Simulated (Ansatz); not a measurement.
Zr:
```
CELL_PARAMETERS angstrom
      3.18297     0.00000     0.00000
     -1.59149     2.75653     0.00000
      0.00000     0.00000     5.11557
ATOMIC_POSITIONS crystal
  Zr 0.33333 0.66667 0.75000
  Zr 0.66667 0.33333 0.25000
```

Relaxed with PBE+D3(BJ). Special points in fractions of this cell's reciprocal vectors: Γ (0.000, 0.000, 0.000); M (0.500, 0.000, 0.000); K (0.333, 0.333, 0.000); A (0.000, 0.000, 0.500); L (0.500, 0.000, 0.500); H (0.333, 0.333, 0.500).

List the band energies nearest the Fermi level at these points for the program Ansatz at the PBE+D3(BJ) level (PAW).

In eV from the Fermi level; about four levels below and three above (degenerate sets whole), none deeper than 8.9 eV; points with the same levels are listed once.

```csv
k,below,above
Γ,-5.73 -3.15,0.86 0.86 0.93
M,-2.72 -2.57 -2.28 -0.12,0.57 0.76 1.46
K,-2.23 -1.36 -1.36 -1.15,0.24 0.24 1.82
A,-4.00 -4.00 -0.02 -0.02,0.78 0.78 0.78 0.78
L,-2.99 -2.99 -1.17 -1.17,1.76 1.76 2.30 2.30
H,-1.33 -1.33 -0.01 -0.01,2.06 2.06 4.58 4.58
```

Space group P6_3/mmc (hcp (Mg type)). The cell was relaxed with PBE+D3(BJ) under the symmetry of its start. No spin polarisation was allowed. The pairwise dispersion correction was not fitted to metals. Spin–orbit coupling is left out wherever it is not named.

Potentials: the later of the program's two PAW sets.
